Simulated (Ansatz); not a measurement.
Mg4Te3S in space group Pmm2 (No. 25; Pearson symbol oP8), LDA (plane waves, PAW; program Ansatz). The conduction-band minimum lies at Γ, with 1 equivalent valley. Second derivatives d²E/dk² of the lowest band at one valley (eV·Å²), along Cartesian directions:

```json
[
 {"direction": "[100]", "d²E/dk²": "32.19"},
 {"direction": "[010]", "d²E/dk²": "32.81"},
 {"direction": "[001]", "d²E/dk²": "37.02"},
 {"direction": "[110]", "d²E/dk²": "32.52"},
 {"direction": "[101]", "d²E/dk²": "34.60"},
 {"direction": "[011]", "d²E/dk²": "34.91"}
]
```

Q: Find the principal effective masses, the density-of-states mass and the conductivity mass.

A: Off-diagonal terms follow from H_xy = H[110] − (H_xx + H_yy)/2, and m*/mₑ = 7.620 eV·Å² over each eigenvalue: 0.21, 0.23, 0.24. One valley's DOS mass (m₁m₂m₃)^(1/3) = 0.22, conductivity mass 3/(Σ 1/mᵢ) = 0.22 mₑ.

Q: What effective density of states Nc follows at 300 K for parabolic valleys?

A: Nc = 2.509e19 × 1 × (0.22)^(3/2) ≈ 2.6e18 cm⁻³.

The workflow started from a Materials Project entry (that database holds measured and hypothetical structures alike); the Crystallography Open Database copy checked does not list it. Its standing as an ambient phase is unchecked. The cell was relaxed with LDA under the symmetry of its start; of distortions, only those at the zone centre were tested. Spin–orbit coupling is left out wherever it is not named.

Potentials: the later of the program's two PAW sets.

Edges and masses are those of Kohn–Sham bands, whose gap is no quasiparticle gap.
